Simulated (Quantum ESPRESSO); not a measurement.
## Pt3Pd3AlCu (one composition in several site orders)

Computed values, not a measurement. The program is pw.x of Quantum ESPRESSO 7.5 (plane-wave density functional theory). The cell is made up: eight metal atoms on a face-centred cubic lattice, with elements, volume, strain and displacements drawn at random and not relaxed, so it may be unstable or far from any real phase. PseudoDojo standard norm-conserving files set the functional (PBE unless stated); there is no spin polarisation or spin-orbit coupling, the Fermi-Dirac width of 0.25 eV means electrons at about 2900 K, and the masses in the input are unused placeholders. The copper pseudopotential is less sure than most, with forces differing by about three percent and pressure by about two GPa from a second method on plain copper. Heavy elements are run without spin-orbit coupling, which real alloys of them have. A spin test at this wide smearing found no moment, but such smearing suppresses magnetism that the real alloy may have.

The runs put one composition on the sites in different orders. Cell, positions, cutoff, mesh and smearing stay as in the input of run 1; sites are counted in its order. Stress in the tables is positive in tension.

Input of run 1:

```
&control calculation='scf', pseudo_dir='./dojo.nc.sr.pbe.v0_5.standard.upf', outdir='./o', disk_io='medium', tprnfor=.true., tstress=.true. /
&system ibrav=0, nat=8, ntyp=4, nbnd=81, ecutwfc=92.02030273, nosym=.true., tot_charge=0,
 occupations='smearing', smearing='fd', degauss=0.0183746611
/
&electrons conv_thr=1.470e-08, electron_maxstep=70, mixing_beta=0.5 /
ATOMIC_SPECIES
Al 1.0 Al.upf
Cu 1.0 Cu.upf
Pd 1.0 Pd.upf
Pt 1.0 Pt.upf
CELL_PARAMETERS angstrom
0.0 0.0 -3.9722
3.9722 0.0 0.0
0.0 -7.9445 0.0
ATOMIC_POSITIONS angstrom
Pt -0.0552 -0.078 -0.0293
Pd -0.0912 -3.9359 -0.0285
Al 1.8995 -2.0191 -0.0651
Pd 1.8591 -5.9755 -0.0571
Pt -0.0621 -1.9432 -2.0118
Pd 0.0055 -6.0728 -1.9693
Cu 1.9407 -0.0034 -1.8716
Pt 1.9984 -4.0085 -2.0518
K_POINTS automatic
6 6 3 1 1 1
```

```
run  elements on sites 1 to 8  free energy less that of run 1 (eV)  -TS (eV)  pressure (GPa)  stress xx (GPa)  stress yy (GPa)  stress zz (GPa)  stress yz (GPa)  stress xz (GPa)  stress xy (GPa)  iterations
  1   Pt Pd Al Pd Pt Pd Cu Pt                                0.000    -1.402           -7.38             9.09             7.65             5.41            -0.18            -0.20            -0.22          19
  2   Pd Pd Pd Cu Pt Pt Pt Al                                0.286    -1.410           -5.98             6.91             5.60             5.44             0.64            -0.25             0.71          18
  3   Pt Al Pd Pt Pd Cu Pt Pd                                0.190    -1.379           -6.22             8.30             5.23             5.12            -0.15            -0.20            -0.24          17
  4   Pt Cu Pt Pt Al Pd Pd Pd                                0.183    -1.399           -6.34             7.47             5.81             5.72             0.24            -0.33             0.41          17
  5   Pt Al Pd Pt Cu Pt Pd Pd                                0.284    -1.382           -6.07             7.56             5.47             5.19             0.13            -0.48             0.17          19
  6   Al Pt Pd Pt Pd Cu Pt Pd                                0.126    -1.406           -6.95             8.41             6.28             6.17            -0.50            -0.03             0.25          17
```

Forces Fx Fy Fz (eV/Å):

| site | run 1 | run 2 | run 3 | run 4 | run 5 | run 6 |
| --- | --- | --- | --- | --- | --- | --- |
| 1 | -0.08 -0.10 0.41 | -0.08 0.76 0.81 | -0.17 0.91 0.78 | -0.16 -0.16 0.86 | -0.15 -0.07 0.78 | -0.06 0.18 0.20 |
| 2 | 0.43 0.13 -0.11 | 0.02 -0.95 0.09 | 0.10 -0.23 0.00 | 0.16 -0.28 -0.04 | 0.08 -0.48 -0.01 | 0.42 -0.82 -0.11 |
| 3 | 0.02 -0.15 0.15 | 0.17 -0.47 0.47 | 0.15 -0.68 0.54 | 0.05 -0.65 0.45 | 0.06 -0.64 0.42 | 0.11 0.40 0.57 |
| 4 | 0.72 -0.21 0.49 | 0.32 0.02 0.32 | 0.26 0.71 0.57 | 0.72 0.48 0.77 | 0.72 0.71 0.84 | 0.22 -0.15 0.66 |
| 5 | 0.11 -0.25 -0.09 | -0.05 -0.97 -0.22 | 0.06 -0.92 -0.18 | 0.02 -0.08 -0.08 | 0.02 -0.11 -0.08 | 0.03 -0.01 -0.30 |
| 6 | -0.63 0.25 -0.52 | -0.36 1.31 -0.41 | -0.33 0.20 -0.24 | -0.74 1.02 -0.49 | -0.84 1.03 -0.54 | -0.33 0.44 -0.24 |
| 7 | 0.06 -0.08 -0.51 | 0.12 0.20 -1.12 | 0.02 0.33 -1.48 | 0.11 -0.66 -1.53 | 0.11 -0.73 -1.40 | 0.12 0.33 -0.94 |
| 8 | -0.63 0.42 0.19 | -0.13 0.08 0.06 | -0.10 -0.31 0.01 | -0.16 0.32 0.07 | 0.00 0.30 -0.01 | -0.52 -0.36 0.16 |

The sites are displaced and not relaxed, so the energy differences mix bonding between neighbours with strain and are not ordering energies. A rerun of one cell of this series at a higher cutoff and on a denser mesh moved values by no more than 0.007 eV in energy, 0.07 GPa in stress and 0.005 eV/Å in force, and a second program with other atomic files agreed on that cell to 2 % rms in force and 0.5 GPa in pressure.